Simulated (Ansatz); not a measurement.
HBr:
```
CELL_PARAMETERS angstrom
      3.13452    -2.64466     0.00000
      3.13452     2.64466     0.00000
      0.00000     0.00000     5.43998
ATOMIC_POSITIONS crystal
  H  0.06080 0.93920 0.81670
  H  0.93920 0.06080 0.31670
  Br 0.25487 0.74513 0.00430
  Br 0.74513 0.25487 0.50430
```

Relaxed with r²SCAN+D4.

Problem. Map the valence electron density (e/Å³), cut off at 0.9 on the plane through (0.061, 0.939, 0.817) spanned by u = [0, 0, 1] and v = [1, -1, 0] in lattice vectors, from r²SCAN+D4 in the plane-wave PAW code Ansatz.

Solution. x is the fraction of u, y of v (the angle between them is 90°; rows are the nearest grid lines); atoms in the plane: H at (0.00, 0.00), H at (0.50, 0.88), Br at (0.19, 0.19), Br at (0.69, 0.68).
```
|9997665432211111100000011499|
|9964332221112333211111111379|
|4432111111124897433222111234|
|1111000000126999865543221111|
|0000000000125999999999852100|
|0000000000013699999999963100|
|0000000000012589973489984210|
|0000000000012489951159984200|
|0000000000002479973259974100|
|0000000000001369998799963100|
|0000000000001248999999742100|
|0000000000000135899997421000|
|0001111000000011223321100000|
|0112222210000000111110000000|
|1234565421100000000000000001|
|2468999753100000000000000012|
|3699999985210000000000000013|
|4899989997420000000000000124|
|5999523899521000000000000125|
|6998202899631000000000000136|
|7999989999521000000000001247|
|9999999996421000000000001369|
|9999999864211000000000001499|
|9997665432211111100000011499|
```
Scale: ten equal steps from 0.006 (start of '0') to 0.900 (end of '9'), in the order '0123456789'; x runs from 0.000 to 1.00, y from 0.000 (bottom) to 1.00 (top).

The density is the valence pseudo-density with augmentation charge, so density and ELF within about 1 Å of a nucleus are not all-electron values.

Space group Cmc2_1. The workflow started from an entry of the Crystallography Open Database (COD), which files this formula under 3 space groups. The r²SCAN+D4 relaxation kept the symmetry of its start; of distortions, only those at the zone centre were tested. The substance is a gas or liquid at ambient conditions.

Potentials: the later of the program's two PAW sets.
